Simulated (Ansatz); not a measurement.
Ti₄HS₈:
```
CELL_PARAMETERS angstrom
      6.76334     0.00000     0.00000
     -3.38167     5.85723     0.00000
      0.00000     0.00000     5.66440
ATOMIC_POSITIONS crystal
  Ti 0.65150 0.82575 0.99734
  S  0.00000 0.00000 0.23880
  S  0.33204 0.16602 0.75243
  Ti 0.17425 0.34850 0.99734
  S  0.49981 0.50019 0.25337
  S  0.83398 0.66796 0.75243
  Ti 0.17425 0.82575 0.99734
  S  0.49981 0.99962 0.25337
  S  0.83398 0.16602 0.75243
  Ti 0.66667 0.33333 0.99787
  S  0.00038 0.50019 0.25337
  S  0.33333 0.66667 0.73608
  H  0.00000 0.00000 0.47989
```

Relaxed with PBE+D3(BJ). Special points in fractions of this cell's reciprocal vectors: Γ (0.000, 0.000, 0.000); M (0.500, 0.000, 0.000); K (0.333, 0.333, 0.000); A (0.000, 0.000, 0.500); L (0.500, 0.000, 0.500); H (0.333, 0.333, 0.500).

Task: List the band energies nearest the Fermi level at these points for plane-wave PAW PBE+D3(BJ) (Ansatz code).

Result: In eV from the Fermi level; about four levels below and three above (degenerate sets whole), none deeper than 8.9 eV; points with the same levels are listed once.

```tsv
k	below	above
Γ	-0.72 -0.27 -0.27 -0.22	0.02 0.02 0.36 0.36
M	-1.65 -1.54 -1.44 -1.17	0.10 0.27 0.71
K	-2.34 -1.65 -1.37 -1.23	0.29 0.51 0.57
A	-0.46 -0.46 -0.27 -0.27	0.34 0.34 1.26
L	-1.98 -1.74 -1.61 -1.41	0.10 0.28 0.69
H	-2.30 -2.09 -1.80 -1.65	0.52 0.67 0.73
```

Space group P3m1. The start of the workflow was typed in or built on a structure type; neither database checked (COD, Materials Project) lists it. Its standing as an ambient phase is unchecked. The cell was relaxed with PBE+D3(BJ) under the symmetry of its start; its stability against distortions is not shown here. The workflow began spin-polarised and lost its moments.

Potentials: the earlier of the program's two PAW sets.
